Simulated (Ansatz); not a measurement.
SiC (zinc blende, F-43m) at seven volumes, the program Ansatz at the r²SCAN level (PAW), scaled uniformly. One row is withheld.

```json
[
 {"V (Å³/atom)": "9.404", "P (GPa)": "?"},
 {"V (Å³/atom)": "9.714", "P (GPa)": "15.84"},
 {"V (Å³/atom)": "10.024", "P (GPa)": "7.34"},
 {"V (Å³/atom)": "10.334", "P (GPa)": "0.00"},
 {"V (Å³/atom)": "10.644", "P (GPa)": "-6.34"},
 {"V (Å³/atom)": "10.954", "P (GPa)": "-11.82"},
 {"V (Å³/atom)": "11.264", "P (GPa)": "-16.54"}
]
```

Q: Fit the shown pressures and predict the withheld one.

A: P = (3/2)B₀(x^(7/2) − x^(5/2))[1 + (3/4)(B′ − 4)(x − 1)] with x = (V₀/V)^(2/3). Least squares on the six rows gives V₀ = 10.334 Å³/atom, B₀ = 227 GPa, B′ = 3.89. At V = 9.404, x = 1.0649 and P = 25.72 GPa. The run itself gave 25.69 GPa.

The r²SCAN relaxation kept the symmetry of its start; phonons on a q-mesh show no instability.

Potentials: the later of the program's two PAW sets.
